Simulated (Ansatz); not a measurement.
Input and output for SiNi (rocksalt type): DFT, LDA, PAW with Ansatz's default frozen-core files, scalar-relativistic (Ansatz 0.2.0). This run: volume at 0.55 of the series' base cell, partial waves polarizable.

The cell comes from a relaxation on PAW files under the same functional, begun from a prototype that needn't be the stable phase.

Command: `ansatz run input.yaml --threads 1 --pin off --max-ram 2048MiB --backend cpu --events-out ev --progress --plain --runs-dir out` It took 1.4 s on 1 thread of Intel(R) Xeon(R) 6975P-C (Granite Rapids) (shared host), peak memory 0.41 GiB.

```yaml
crystal:
  lattice:
    - [0.0, 1.9019528413, 1.9019528413]
    - [1.9019528413, 0.0, 1.9019528413]
    - [1.9019528413, 1.9019528413, 0.0]
  atoms:
    - { symbol: Ni, position: [0.0, 0.0, 0.0] }
    - { symbol: Si, position: [0.5, 0.5, 0.5] }
kpoints:
  mp_grid: { grid: [16, 16, 16] }
scf:
  occupations: { method: fermi_dirac, width: 0.08 }
hamiltonian:
  xc: lda
  pseudopotentials: { kind: paw, partial_waves: polarizable }
output:
  forces: true
  stress: true
  eigenvalues: true
```

Output:

```
Engine: ansatz 0.2.0
Pseudopotentials: kind: paw
Pseudopotential: Ni, paw, valence charge 18, recommended cutoff 420 eV (normal), Ni.paw.azcp
Pseudopotential: Si, paw, valence charge 4, recommended cutoff 420 eV (normal), Si.paw.azcp
Functional definition: SPW92
  exchange = slater_x
  correlation = pw_c
Crystal: 2 atoms, lattice volume = 13.760 Å³
Basis set: ecut = 420 eV, 283 PW (Γ)
Bands: 15, of which v1, the nominal top of the filled ones, is band 11 counted from 1 (10 counted from 0)
Symmetry: 48 space group operations
Space group: Fm-3m (ITA 225), of the structure as read, at distance tolerance 2.4e-5 Å
k-points: 145 of 4096
Non-local potential: Ni, projectors of the file, l = 0: 3, l = 1: 2, l = 2: 3, l = 3: 1
Non-local potential: Si, projectors of the file, l = 0: 2, l = 1: 2, l = 2: 2
PAW form: soft (Blöchl's): semilocal exchange-correlation on the pseudo side does not see the compensation charge
PAW frozen core: Ni, regenerated for the run's functional, and the local potential with it (the file was generated under x = pbe(κ = 0.804, μ = 0.2195149727645171), c = pbe(β = 0.06672455060314922))
PAW frozen core: Si, regenerated for the run's functional, and the local potential with it (the file was generated under x = pbe(κ = 0.804, μ = 0.2195149727645171), c = pbe(β = 0.06672455060314922))
PAW one-centre angular grid: Ni, 590 points (default); XC on 64 Gauss nodes
PAW one-centre angular grid: Si, 110 points (default); XC on 64 Gauss nodes
Initial density: superposition of atomic densities (neutral atoms: chi_scale 0, normalization atom), corrected by the library's trained network
Initial wavefunctions: pseudopotential atomic-orbital guess
Functional: x = slater, c = lda
Partial waves of Si: polarizable
Partial waves of Ni: polarizable
SCF iter   1: F=—  HF=-6374.735306 eV  |F-HF|=—  |Δ(HF+E_count)|=         —  Δρ=8.93e-2  dr2=6.47e-1  ethr=1.77e-3  ⟨swp⟩=5.8  Hψ=11571  notcnv=0
preconditioner: auto → none  [metal: Δε(μ)=0.004 eV  Ē_g=14.176 eV  σ=0.080 eV  W_gap=0.01  n_scr=8 (ndim 8)  ℏωp=37.5 eV  f_vac=0.000  D(μ)=0.80/eV (n_scr^D=8)  sad-step TF]
SCF iter   2: F=—  HF=-6374.642458 eV  |F-HF|=—  |Δ(HF+E_count)|=   9.28e-2  Δρ=3.66e-2  dr2=1.27e-1  ethr=1.77e-3  ⟨swp⟩=2.0  Hψ=3860  notcnv=0  defer=24
SCF iter   3: F=—  HF=-6374.615295 eV  |F-HF|=—  |Δ(HF+E_count)|=   2.72e-2  Δρ=5.51e-3  dr2=2.91e-3  ethr=5.76e-4  ⟨swp⟩=2.1  Hψ=2837  notcnv=0  defer=24
SCF iter   4: F=—  HF=-6374.614796 eV  |F-HF|=—  |Δ(HF+E_count)|=   4.99e-4  Δρ=8.50e-4  dr2=2.69e-5  ethr=1.32e-5  ⟨swp⟩=2.0  Hψ=2911  notcnv=0  defer=24
SCF iter   5: F=—  HF=-6374.614873 eV  |F-HF|=—  |Δ(HF+E_count)|=   7.66e-5  Δρ=7.01e-5  dr2=4.83e-7  ethr=1.22e-7  ⟨swp⟩=2.0  Hψ=3605  notcnv=0  defer=24
SCF iter   6: F=-6374.614873 eV  HF=-6374.614873 eV  |F-HF|=3.55e-9  |Δ(HF+E_count)|=   1.60e-7  Δρ=1.07e-5  dr2=1.00e-8  ethr=4.55e-10  ⟨swp⟩=7.3  Hψ=11131  notcnv=0
SCF 1 converged in 6 iterations: F = -6374.614873 eV  dr2 = 1.00e-8
  greatest PAW one-centre occupation: 1.005 electrons in one spin orbital (limit 2), on the Ni atom at site 0 (counted from 0), in its partial waves of l = 1
SCF converged after 6 iterations
Free energy (F): -6374.614873 eV
Harris-Foulkes:  -6374.614873 eV  (|F-HF|=3.55e-9)
Internal energy: -6374.599751 eV  (E = F + TS)
E sigma→0 (E₀):  -6374.607312 eV
Entropy (-TS):   -0.015122 eV (-7.561 meV/atom)
Fermi energy:    28.490878 eV
--- Per-component energies (eV) ---
  E_band       = -83.883365
  E_kinetic    = 367.840375
  E_local      = -3513.163236  (includes V_loc(G=0)·N_el)
  E_nonlocal   = 682.093875
  E_hartree    = 1547.145806
  E_xc         = -155.506267
  E_vxc        = -177.211350  (∫ρ·V_xc dr)
  E_paw        = -2056.005667  (= ΣΔE_a)
  E_vpaw       = -537.729705  (= ΣTr[D̂ρ^β])
  E_aug_tail   = 0.000458  (compensation charges beyond the density's cutoff)
  E_ewald      = -3247.523546
  E_core_change = 0.518451  (= ΣΔE_core)
  E_smearing   = -0.015122  (= −TS)
  E_closure    = 0.000000  (closes the sum)
  Σ components = -6374.614873   (vs F -6374.614873, Δ=0.00e0)
--- Forces (eV/Å), atoms counted from 1 ---
  atom   1  Ni    -0.00000000     0.00000000     0.00000000
  atom   2  Si    -0.00000000     0.00000000    -0.00000000
  max |Σ_I F_I| component: 1.28e-30 eV/Å
--- Stress (GPa, compression-positive) ---
      361.373091       0.000000      -0.000000
       -0.000000     361.373091       0.000000
        0.000000       0.000000     361.373091
  P = ⅓ Tr σ = 361.3731 GPa (3613.731 kbar)
--- Band table (eV; the first three rows and the last of 145) ---
  k-point 0: bands = ["-77.0726", "-37.9888", "-37.9888", "-37.9888", "9.6353", "21.4697", "21.4697", "21.4697", "21.8644", "21.8644", "36.1187", "36.1187", "36.1187", "40.2827", "41.0984"]
  k-point 1: bands = ["-77.0721", "-37.9940", "-37.9899", "-37.9899", "9.7620", "21.3833", "21.5079", "21.5079", "21.8445", "21.8445", "35.4709", "36.1416", "36.1416", "39.4564", "41.1929"]
  k-point 2: bands = ["-77.0708", "-38.0087", "-37.9931", "-37.9931", "10.1385", "21.1330", "21.5138", "21.5138", "21.8980", "21.8980", "33.8781", "36.1907", "36.1907", "38.9282", "41.4087"]
  k-point 144: bands = ["-77.0673", "-38.0721", "-38.0721", "-38.0466", "17.6181", "18.8998", "18.8998", "21.0773", "24.2588", "25.8960", "25.8960", "25.9891", "28.6148", "41.0647", "41.0647"]
```

Spin polarisation is left out, though a magnetic state may lie lower. The PAW files were made under PBE.
